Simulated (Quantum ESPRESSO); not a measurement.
Al2ZnSiN4, input and log of a self-consistent run

A calculation, not a measurement. The program is pw.x of Quantum ESPRESSO 7.5 (plane-wave density functional theory). The cell is made up: 8 atoms on a wurtzite lattice, with randomly drawn elements, strain and displacements, not relaxed. PseudoDojo standard norm-conserving files (v0.5 for PBE, v0.4.1 for LDA and PBEsol) set the functional; there is no spin polarisation, spin-orbit coupling or dispersion term, and the masses in the input are unused placeholders.

Input:

```
&control calculation='scf', pseudo_dir='./dojo.nc.sr.pbe.v0_5.standard.upf', outdir='./o', disk_io='medium', tprnfor=.true., tstress=.true. /
&system ibrav=0, nat=8, ntyp=4, nbnd=31, ecutwfc=84.00895049, nosym=.true., tot_charge=0,
 occupations='smearing', smearing='fd', degauss=0.0018374661
/
&electrons conv_thr=7.350e-09, electron_maxstep=60, /
ATOMIC_SPECIES
Al 1.0 Al.upf
N 1.0 N.upf
Si 1.0 Si.upf
Zn 1.0 Zn.upf
CELL_PARAMETERS angstrom
3.2045 0.0007 0.0508
0.0013 5.5744 0.039
0.0837 0.037 5.0788
ATOMIC_POSITIONS angstrom
Al -0.0326 0.0075 -0.0244
Zn 1.5605 2.8079 0.0844
Al 1.6574 0.9611 2.5691
Si 0.0813 3.7884 2.6477
N 0.1142 0.0657 1.894
N 1.6109 2.7674 2.001
N 1.6768 0.9768 4.5071
N 0.0832 3.7123 4.4458
K_POINTS automatic
6 4 4 1 1 1
```

The log is shortened where brackets say so; the opening notice, blank lines, dates and the lines on written files are dropped, and the path of the files is cut. It prints rydbergs, bohrs and kilobars, and counts compression as positive stress.

```
     Program PWSCF v.7.5
     Parallel version (MPI & OpenMP), running on       1 processor cores
     Number of MPI processes:                 1
     Threads/MPI process:                     1
     [start-up lines left out]
     bravais-lattice index     =            0
     lattice parameter (alat)  =       6.0564  a.u.
     unit-cell volume          =     612.0410 (a.u.)^3
     number of atoms/cell      =            8
     number of atomic types    =            4
     number of electrons       =        50.00
     number of Kohn-Sham states=           31
     kinetic-energy cutoff     =      84.0090  Ry
     charge density cutoff     =     336.0358  Ry
     scf convergence threshold =      7.3E-09
     mixing beta               =       0.7000
     number of iterations used =            8  plain     mixing
     Exchange-correlation= PBE
                           (   1   4   3   4   0   0   0)
     [axes and pseudopotential details left out]
   Cartesian axes
     site n.     atom                  positions (alat units)
         1        Al     tau(   1) = (  -0.0101719   0.0023402  -0.0076133  )
         2        Zn     tau(   2) = (   0.4869103   0.8761264   0.0263347  )
         3        Al     tau(   3) = (   0.5171452   0.2998843   0.8016156  )
         4        Si     tau(   4) = (   0.0253674   1.1820640   0.8261405  )
         5        N      tau(   5) = (   0.0356329   0.0204998   0.5909696  )
         6        N      tau(   6) = (   0.5026362   0.8634896   0.6243559  )
         7        N      tau(   7) = (   0.5231984   0.3047830   1.4063141  )
         8        N      tau(   8) = (   0.0259602   1.1583191   1.3871872  )
     number of k points=    48  Fermi-Dirac smearing, width (Ry)=  0.0018
                       cart. coord. in units 2pi/alat
        k(    1) = (   0.0821075   0.0713086   0.0770068), wk =   0.0416667
        k(    2) = (   0.0796060   0.0702051   0.2348149), wk =   0.0416667
     [further k points left out]
     Dense  grid:    63683 G-vectors     FFT dimensions: (  36,  64,  60)
     Estimated max dynamical RAM per process >      79.36 MB
     Initial potential from superposition of free atoms
     starting charge      49.9943, renormalised to      50.0000
     Starting wfcs are   38 randomized atomic wfcs
     total cpu time spent up to now is       10.6 secs
     per-process dynamical memory:    53.4 Mb
     Self-consistent Calculation
     iteration #  1     ecut=    84.01 Ry     beta= 0.70
     Davidson diagonalization with overlap
     ethr =  1.00E-02,  avg # of iterations =  3.4
     total cpu time spent up to now is       34.8 secs
     total energy              =    -518.27716538 Ry
     estimated scf accuracy    <       2.23453754 Ry
     iteration #  2     ecut=    84.01 Ry     beta= 0.70
     Davidson diagonalization with overlap
     ethr =  4.47E-03,  avg # of iterations =  2.9
     total cpu time spent up to now is       56.0 secs
     total energy              =    -518.87953270 Ry
     estimated scf accuracy    <       2.26388083 Ry
     iteration #  3     ecut=    84.01 Ry     beta= 0.70
     Davidson diagonalization with overlap
     ethr =  4.47E-03,  avg # of iterations =  2.0
     total cpu time spent up to now is       76.2 secs
     total energy              =    -519.26202736 Ry
     estimated scf accuracy    <       0.06249079 Ry
     iteration #  4     ecut=    84.01 Ry     beta= 0.70
     Davidson diagonalization with overlap
     ethr =  1.25E-04,  avg # of iterations =  4.8
     total cpu time spent up to now is      101.2 secs
     total energy              =    -519.28717085 Ry
     estimated scf accuracy    <       0.00593879 Ry
     iteration #  5     ecut=    84.01 Ry     beta= 0.70
     Davidson diagonalization with overlap
     c_bands:  1 eigenvalues not converged
     ethr =  1.19E-05,  avg # of iterations =  7.1
     total cpu time spent up to now is      127.9 secs
     total energy              =    -519.28773892 Ry
     estimated scf accuracy    <       0.00568222 Ry
     [iterations 6 to 8 left out]
     iteration #  9     ecut=    84.01 Ry     beta= 0.70
     Davidson diagonalization with overlap
     ethr =  2.50E-08,  avg # of iterations =  3.1
     total cpu time spent up to now is      215.6 secs
     total energy              =    -519.28839082 Ry
     estimated scf accuracy    <       0.00000160 Ry
     iteration # 10     ecut=    84.01 Ry     beta= 0.70
     Davidson diagonalization with overlap
     ethr =  3.19E-09,  avg # of iterations =  2.8
     total cpu time spent up to now is      236.3 secs
     total energy              =    -519.28839071 Ry
     estimated scf accuracy    <       0.00000145 Ry
     iteration # 11     ecut=    84.01 Ry     beta= 0.70
     Davidson diagonalization with overlap
     ethr =  2.91E-09,  avg # of iterations =  2.0
     total cpu time spent up to now is      259.5 secs
     total energy              =    -519.28839083 Ry
     estimated scf accuracy    <       0.00000010 Ry
     iteration # 12     ecut=    84.01 Ry     beta= 0.70
     Davidson diagonalization with overlap
     ethr =  2.04E-10,  avg # of iterations =  3.0
     total cpu time spent up to now is      281.8 secs
     total energy              =    -519.28839087 Ry
     estimated scf accuracy    <       0.00000001 Ry
     iteration # 13     ecut=    84.01 Ry     beta= 0.70
     Davidson diagonalization with overlap
     ethr =  2.93E-11,  avg # of iterations =  2.0
     total cpu time spent up to now is      302.8 secs
     End of self-consistent calculation
     [lines on levels left out]
!    total energy              =    -519.28839087 Ry
     estimated scf accuracy    <          4.4E-09 Ry
     smearing contrib. (-TS)   =      -0.00000000 Ry
     internal energy E=F+TS    =    -519.28839087 Ry
     The total energy is F=E-TS. E is the sum of the following terms:
     one-electron contribution =    -431.23317728 Ry
     hartree contribution      =     238.83369975 Ry
     xc contribution           =     -77.11267614 Ry
     ewald contribution        =    -249.77623720 Ry
     convergence has been achieved in  13 iterations
     Forces acting on atoms (cartesian axes, Ry/au):
     atom    1 type  1   force =     0.01617589    0.00321019   -0.04518002
     atom    2 type  4   force =     0.01324708   -0.01626646   -0.03657910
     atom    3 type  1   force =     0.01715467   -0.00427539    0.04962668
     atom    4 type  3   force =     0.00302359   -0.02617413    0.02667057
     atom    5 type  2   force =    -0.03571109   -0.09173719    0.03291783
     atom    6 type  2   force =     0.00650055    0.10995431    0.09126707
     atom    7 type  2   force =    -0.00278390   -0.07989131   -0.02614743
     atom    8 type  2   force =    -0.01760680    0.10517998   -0.09257560
     Total force =     0.257926     Total SCF correction =     0.000113
     Computing stress (Cartesian axis) and pressure
          total   stress  (Ry/bohr**3)                   (kbar)     P=      -97.30
  -0.00075582   0.00000183  -0.00011512         -111.18        0.27      -16.94
   0.00000183  -0.00095423  -0.00011468            0.27     -140.37      -16.87
  -0.00011512  -0.00011468  -0.00027428          -16.94      -16.87      -40.35
     init_run     :      9.89s CPU     10.44s WALL (       1 calls)
     electrons    :    272.96s CPU    292.22s WALL (       1 calls)
     forces       :      3.89s CPU      3.96s WALL (       1 calls)
     stress       :     14.38s CPU     14.45s WALL (       1 calls)
     [timing details left out]
     PWSCF        :   5m 1.43s CPU   5m21.56s WALL
     JOB DONE.
```

In other units: free energy -7065.278 eV for the cell, pressure -9.73 GPa, largest force component 2.827 eV/Å. A rerun of the same cell at another strain at 1437 eV and a 8 x 6 x 6 mesh moved values by no more than 0.002 eV in energy, 0.03 GPa in stress and 0.002 eV/Å in force.